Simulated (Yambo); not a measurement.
Absorption of a free-standing SnS2 monolayer (symmetry P-3m1, slab cell 15.9 Å high) with and without the electron-hole interaction (Yambo, PBE bands; 18×18×1 mesh, 5 valence and 5 conduction bands, static screening with 48 bands and a 3 Ry block, scissor 1.60 eV, Tamm-Dancoff, stochastic integration of W near q = 0; field along x).

```tsv
E (eV)	Im α, BSE (Å)	Im α, independent quasiparticles (Å)
1.56	0.08	0.03
1.66	0.08	0.04
1.76	0.09	0.04
1.86	0.10	0.04
1.96	0.11	0.04
2.06	0.12	0.04
2.16	0.13	0.05
2.26	0.15	0.05
2.36	0.17	0.05
2.46	0.20	0.06
2.56	0.24	0.06
2.66	0.31	0.06
2.76	0.47	0.07
2.86	0.77	0.07
2.97	0.94	0.08
3.07	1.11	0.09
3.17	1.13	0.10
3.27	1.11	0.12
3.37	1.38	0.14
3.47	2.25	0.19
3.57	3.78	0.25
3.67	5.05	0.37
3.77	3.98	0.45
3.87	4.98	0.56
3.97	6.89	0.65
4.07	5.59	0.68
4.17	5.98	0.90
4.27	6.94	0.99
4.37	9.82	0.99
4.47	16.0	1.24
4.57	13.3	1.66
4.67	7.26	1.84
4.77	6.94	2.32
4.88	5.59	2.69
4.98	3.82	2.54
5.08	3.82	2.72
5.18	4.48	2.86
5.28	4.96	2.94
5.38	8.08	3.64
5.48	8.76	5.20
5.58	9.95	6.36
5.68	7.31	8.01
5.78	4.06	9.20
5.88	2.76	7.13
5.98	2.36	5.56
6.08	2.60	5.11
6.18	2.83	4.38
6.28	2.82	4.69
6.38	3.10	5.87
6.48	3.40	5.92
6.58	3.85	5.90
6.68	3.54	7.58
6.78	3.49	7.41
6.89	3.01	8.09
6.99	3.13	7.90
7.09	3.69	5.79
7.19	3.52	5.21
7.29	2.48	4.86
7.39	1.92	5.02
7.49	1.68	4.97
7.59	1.69	5.55
7.69	1.99	4.99
7.79	1.87	4.17
7.89	1.60	3.56
7.99	1.50	3.91
8.09	1.27	5.05
8.19	1.25	5.10
8.29	1.23	4.85
8.39	1.19	4.43
8.49	1.29	3.97
```

The scissor comes from a G0W0 run whose convergence isn't established. Broadening 0.1 eV. The band window holds all transitions up to 8.7 eV. Fine structure above the onset can come from the mesh.

Spin-orbit splittings are left out.

Bands and orbitals come from the standard potentials; the scissor and the G0W0 gaps come from a run at the same geometry on the stringent ones, which hold whole semicore shells in the valence.

Geometry relaxed with PBEsol; primitive cell a = b = 3.647 Å, c = 15.900 Å, α = β = 90.00°, γ = 120.00°.
